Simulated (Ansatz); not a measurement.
TiOs: computed DOS

Space group Pm-3m (No. 221). a = 3.080 Å, b = 3.080 Å, c = 3.080 Å, α = 90.00°, β = 90.00°, γ = 90.00°
```tsv
atom	site	symmetry	x	y	z
Ti	1b	m-3m	0.5000	0.5000	0.5000
Os	1a	m-3m	0.0000	0.0000	0.0000
```

The runs use the primitive cell with vectors (3.080, 0.000, 0.000), (0.000, 3.080, 0.000), (0.000, 0.000, 3.080) Å, to which the k mesh refers.

It takes space group Pm-3m (No. 221, cubic). Conventional cell: a = 3.080 Å, b = 3.080 Å, c = 3.080 Å, α = 90.00°, β = 90.00°, γ = 90.00°. Around Ti (site symmetry m-3m) lie 8 Os at 2.67 Å. Os (site symmetry m-3m) has 8 Ti at 2.67 Å as nearest neighbours.

The geometry is COD entry 1537945, unchecked; take it as a test cell.

No spin–orbit coupling, which matters for the heavy atoms here.

Method: DFT, PBEsol, all-electron LAPW, scalar-relativistic (Ansatz 0.2.0).

Sampling and basis: a Γ-centred 13×13×13 k mesh, Fermi–Dirac smearing of 0.03 eV, basis error target 0.5 meV/atom, no spin polarisation.

States per eV and cell, averaged over 0.6 eV, from -8.8 to 1.2 eV, with energies (bin centres) from the Fermi level; empty bins are left out. The partial columns, the largest 5 alone, are projections on Löwdin-orthogonalised atomic shells (those that the program's projection atoms carry: the occupied ones and, for some elements, an empty d or f shell; other empty shells have no column), summed over atoms of an element. Weights on diffuse s and p shells depend on that basis and aren't pure angular character.

| E (eV) | total | Os 5d | Ti 3d | Os 6s | Ti 4s | Ti 3p |
| --- | --- | --- | --- | --- | --- | --- |
| -8.6 | 0.01 | 0.00 | 0.00 | 0.00 | 0.01 | 0.00 |
| -8.0 | 0.09 | 0.00 | 0.00 | 0.04 | 0.04 | 0.00 |
| -7.4 | 0.16 | 0.00 | 0.00 | 0.07 | 0.07 | 0.00 |
| -6.8 | 0.24 | 0.01 | 0.01 | 0.11 | 0.09 | 0.00 |
| -6.2 | 0.37 | 0.04 | 0.02 | 0.17 | 0.11 | 0.01 |
| -5.6 | 1.04 | 0.30 | 0.17 | 0.40 | 0.13 | 0.01 |
| -5.0 | 1.40 | 0.72 | 0.32 | 0.23 | 0.11 | 0.01 |
| -4.4 | 2.31 | 1.51 | 0.50 | 0.09 | 0.18 | 0.01 |
| -3.8 | 2.20 | 1.44 | 0.49 | 0.06 | 0.16 | 0.01 |
| -3.2 | 2.91 | 2.13 | 0.63 | 0.06 | 0.02 | 0.02 |
| -2.6 | 2.30 | 1.57 | 0.62 | 0.05 | 0.01 | 0.01 |
| -2.0 | 3.14 | 2.08 | 0.77 | 0.11 | 0.08 | 0.01 |
| -1.4 | 2.28 | 1.13 | 0.78 | 0.06 | 0.16 | 0.01 |
| -0.8 | 1.23 | 0.67 | 0.33 | 0.04 | 0.09 | 0.00 |
| -0.2 | 0.40 | 0.10 | 0.17 | 0.01 | 0.03 | 0.00 |
| 0.4 | 0.47 | 0.12 | 0.30 | 0.01 | 0.01 | 0.00 |
| 1.0 | 2.76 | 0.71 | 1.92 | 0.01 | 0.06 | 0.00 |

Q: Which of the resolved shells contributes most within 0.3 eV of the Fermi level?

A: Ti 3d, with 47 % of all states there; Os 5d follows with 26 %.

Q: Where is the centre of the filled Os 5d states between -14 eV and the top of the filled states?

A: -2.98 eV from the Fermi level.
